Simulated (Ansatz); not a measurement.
Values for one crystal, relaxed and computed with DFT-PBEsol in the program Ansatz with PAW potentials; other levels are named.

* **Volume per atom**: 12.00 Å³
* **Band gap**: 0.18 eV (indirect)
* **Highest zone-centre frequency (without LO–TO term)**: 567 cm^-1
* **Zone-centre stability**: no imaginary mode at Γ
* **Electron effective mass**: 1.1 mₑ (isotropic)
* **Bulk modulus (Birch–Murnaghan fit)**: 110 GPa
* **Electronic dielectric constant ε∞ (DFPT)**: 15.3 (xx = yy), 13.6 (zz)

Task: Which compound is it?
A) FeBiO3, R-3 (Bi on 6c, Fe on 3a, Fe on 3b, O on 18f)
B) SnO2, rutile
C) SrZrO3, P4mm (Sr on 1b, Zr on 1a, O on 1a, O on 2c)
D) NaTaO3, Pnma (Na on 4c, Ta on 4b, O on 8d, O on 4c)

Result: A, FeBiO3, R-3 (Bi on 6c, Fe on 3a, Fe on 3b, O on 18f)

The start of the workflow was typed in or built on a structure type; neither database checked (COD, Materials Project) lists it. It is not the phase usual at ambient conditions (space group No. 161). The PBEsol relaxation kept the symmetry of its start, as lowered by the spin order. Spin order of the final state: antiferromagnetic, chosen from 5 collinear starts compared on coarse meshes (ties went to the first, and starts can fall back to one state), not a proven ground state. No Hubbard U is applied. Point labels and valley counts follow the cell and symmetry of the run, lower than the named group. Scalar-relativistic: spin–orbit coupling is off unless named, which matters more the heavier the elements.

Potentials: the later of the program's two PAW sets.
